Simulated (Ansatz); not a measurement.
**Sb: stationary points along a deformation path**

Computed with DFT LDA, scalar-relativistic, plane waves, PAW (Ansatz). The runs took a 420 eV cutoff, a Γ-centred 20×20×20 mesh and Gaussian smearing (0.15 eV). No spin polarisation. Energies are free energies at this smearing, counted from the undisturbed cell; pressure is positive in compression.

The starting cell (as given, not relaxed at this level; it stands at -2.3 GPa; this fcc form isn't the usual structure):

```
Sb
1.0
     0.00000    2.37124    2.37124
     2.37124    0.00000    2.37124
     2.37124    2.37124    0.00000
Sb
1
Direct
  0.00000 0.00000 0.00000
```

At fixed volume and fractional coordinates, lengths along (0.000, 0.000, 1.000) are scaled against those across it; ρ is that ratio over its starting value. V = 26.666 Å³/atom. Δσ is the stress along the axis less the mean stress across it (compression positive).

| ρ | ΔE (meV/atom) | Δσ (GPa) | space group |
| --- | --- | --- | --- |
| 0.707 | -88.9 | 0.00 | Im-3m |
| 0.780 | -72.2 | -3.00 | I4/mmm |
| 0.850 | -37.7 | -3.70 | I4/mmm |
| 0.920 | -9.9 | -2.28 | I4/mmm |
| 1.000 | 0.0 | 0.00 | Fm-3m |
| 1.100 | -8.3 | 1.28 | I4/mmm |
| 1.200 | -19.6 | 0.42 | I4/mmm |
| 1.300 | -14.4 | -1.57 | I4/mmm |
| 1.414 | 13.5 | -4.94 | I4/mmm |

Q: How does the stress give the slope of the energy, and where is the energy stationary?

A: Along the path d ln(length) is 2/3 d ln ρ on the axis and −1/3 d ln ρ across it, so dE/d ln ρ = −(2/3) V Δσ: the energy falls with ρ where Δσ is positive. Δσ vanishes or changes sign at ρ = 0.707 (Im-3m, an end of the scan), at -88.9 meV/atom; at ρ = 1.000 (Fm-3m), a maximum at 0.0 meV/atom; between ρ = 1.200 and 1.300, a minimum (near 1.22 by linear interpolation). Pairs of stationary points between two samples would go unseen, and could change a minimum read from distant neighbours into a maximum. At ρ = 0.707, 1.000 the cell is cubic, where symmetry alone makes the stress isotropic and the slope zero.

Q: Which shear constant sets the curvature at ρ = 1?

A: For a cubic crystal E/V = (2/3) C (ln ρ)² with C = C′ = (C11 − C12)/2, so Δσ = −2C ln ρ. The parabola of Δσ against ln ρ through ρ = 0.920, 1 and 1.100 gives C ≈ -10.4 GPa with the ions clamped, rough because the steps are large. It is the stress–strain coefficient at this cell's pressure of -2.3 GPa, not the zero-pressure constant. It is negative, so the cubic cell is unstable to this shear.

Q: Integrate that slope from ρ = 1 to 1.300 by the trapezoid rule.

A: With V/N in Å³ and 1 eV/Å³ = 160.2 GPa the slopes at ρ = 1.000, 1.100, 1.200, 1.300 are 0, -142, -47, 174 meV/atom per unit of ln ρ. The steps add (-6.8) + (-8.2) + 5.1 = -9.9 meV/atom, against -14.4 from the energies; the trapezoid rule misses the curvature of the slope within each step.

Q: Is the start the lowest point of the path?

A: No: ρ = 0.707 lies 88.9 meV/atom lower, with no sampled rise above the start on the way. Volume and inner coordinates are held, so a relaxed structure there would lie lower still.

In a metal these slopes depend on the k mesh and the smearing.